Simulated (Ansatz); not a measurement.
AgI (zinc blende, F-43m), a = b = c = 6.450 Å, α = β = γ = 90.00°; the cell used has 2 atoms.

Relaxed with PBEsol.

Problem. Decompose the optical modes at the zone centre into irreducible representations, and say which are infrared and Raman allowed.

Solution. Point group -43m: Γ_opt = T2. Infrared: T2. Raman: T2.

Problem. Assign frequencies (DFPT, PBEsol in the plane-wave PAW code Ansatz; without the LO–TO term).

Solution. T2 107 cm⁻¹.

The cell was relaxed with PBEsol under the symmetry of its start. No spin polarisation was allowed. Spin–orbit coupling is left out wherever it is not named.

Potentials: the earlier of the program's two PAW sets. The files were generated under PBE; for other functionals the program regenerates the frozen cores, and for LDA and PBEsol the local potential too.
